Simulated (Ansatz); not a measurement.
Consider the following.

InP:
Space group F-43m (No. 216); a = 5.9596 Å, b = 5.9596 Å, c = 5.9596 Å, α = 90.00°, β = 90.00°, γ = 90.00°

```csv
atom,site,symmetry,x,y,z
In,4a,-43m,0.0000,0.0000,0.0000
P,4c,-43m,0.2500,0.2500,0.2500
```
(The calculation used a cell of 2 atoms; values per cell refer to that cell.)

This is the PBE-relaxed structure.

Q: All from PBE (plane waves, PAW; program Ansatz), unless another level is named. Predict the band gap.

A: 0.44 eV (direct).

Q: And the formation energy from the elements (no fitted shifts)?

A: -243 meV/atom.

Q: Predict the valence-band maximum.

A: at Γ.

The cell was relaxed with PBE under the symmetry of its start. The references are the lowest solids computed at this level, not always the standard phases. Spin–orbit coupling is left out wherever it is not named.

Potentials: the earlier of the program's two PAW sets.
